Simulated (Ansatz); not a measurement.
# AgS: zone-centre modes

All numbers below come from DFT PBE, scalar-relativistic, plane waves, PAW in Ansatz. Cutoff 420 eV, 18×18×18 k-points (Γ-centred), Fermi-Dirac smearing of 0.15 eV. No spin polarisation. Phonons by linear response, acoustic sum rule imposed.

Relaxed structure:
```yaml
crystal:
  lattice:
    - [0.00000, 2.64400, 2.64400]
    - [2.64400, 0.00000, 2.64400]
    - [2.64400, 2.64400, 0.00000]
  atoms:
    - { symbol: Ag, position: [0.00000, 0.00000, 0.00000] }
    - { symbol: S, position: [0.50000, 0.50000, 0.50000] }
```

It was reached by relaxing an invented guess, and it needn't be the stable form of this composition. In a metal, frequencies depend on the k mesh and the smearing, soft modes most.

Question: Is this structure stable against zone-centre distortions?

Answer: Yes, at Γ: no optical mode is imaginary. Strains and other wave vectors aren't tested by this run.

Question: List the optical modes at Γ (i marks imaginary ones).

Answer:
```csv
frequency (cm⁻¹),degeneracy
212,3
```
